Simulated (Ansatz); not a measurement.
TiSi2: from a starting cell to a relaxed one

The start is a randomly generated symmetric cell of TiSi2 (space group No. 65). The cell and all atomic positions are relaxed at zero pressure with PBE (plane waves to 420 eV, PAW, scalar-relativistic; Ansatz, a quantum-chemistry and plane-wave program). The first steps use a coarse 8×8×6 k-mesh.

The start:
```yaml
crystal:
  lattice:
    - [1.59698, -3.55471, 0.00000]
    - [1.59698, 3.55471, 0.00000]
    - [0.00000, 0.00000, 4.06052]
  atoms:
    - { symbol: Si, position: [0.19319, 0.80681, 0.00000] }
    - { symbol: Si, position: [0.80681, 0.19319, 0.00000] }
    - { symbol: Ti, position: [0.00000, 0.00000, 0.50000] }
```

Question: How much energy is released per atom?

Answer: 1.90 eV/atom.

Question: How does the volume per atom move from start to end?

Answer: +38.0 %, from 15.37 to 21.20 Å³/atom.

Question: How do the shortest distances between atoms change?

Answer: The closest pairs of elements (up to four, under 3.6 Å), start → end: Si–Si 1.79 → 2.29 Å; Si–Ti 2.45 → 2.59 Å; Ti–Ti 3.19 → 3.95 Å.

Question: Is the relaxed structure metallic? Give its gap.

Answer: No gap (metallic).

Question: What does it relax into? Give the structure.

Answer: 
```cif
data_Si4Ti2
_chemical_formula_sum 'Si4 Ti2'
_space_group_name_H-M_alt 'Cmmm'
_space_group_IT_number 65
_space_group_name_Hall '-C 2 2'
_cell_length_a 4.00652
_cell_length_b 6.81573
_cell_length_c 4.65810
_cell_angle_alpha 90.000
_cell_angle_beta 90.000
_cell_angle_gamma 90.000
loop_
_atom_site_label
_atom_site_type_symbol
_atom_site_symmetry_multiplicity
_atom_site_Wyckoff_symbol
_atom_site_fract_x
_atom_site_fract_y
_atom_site_fract_z
_atom_site_occupancy
Si1 Si 4 i 0.00000 0.16766 0.00000 1
Ti1 Ti 2 d 0.50000 0.50000 0.50000 1
```
(The calculation used a cell of 3 atoms; values per cell refer to that cell.)

The space group stays Cmmm (No. 65) (the run could not lower it), with 3 atoms in the primitive cell. Final values are on a 13×13×10 k-mesh of the relaxed cell. No spin polarisation in the result. A magnetic state may lie lower.

The run could not lose the symmetry of its start: the end is stationary, and may be a saddle point rather than a minimum.

The relaxed structure here is a generated cell of TiSi2: the first start was made by a random draw of sites in a space group, and the end was not matched to a known phase here, so it may be hypothetical. Known forms of TiSi2 include space group No. 63, 70.
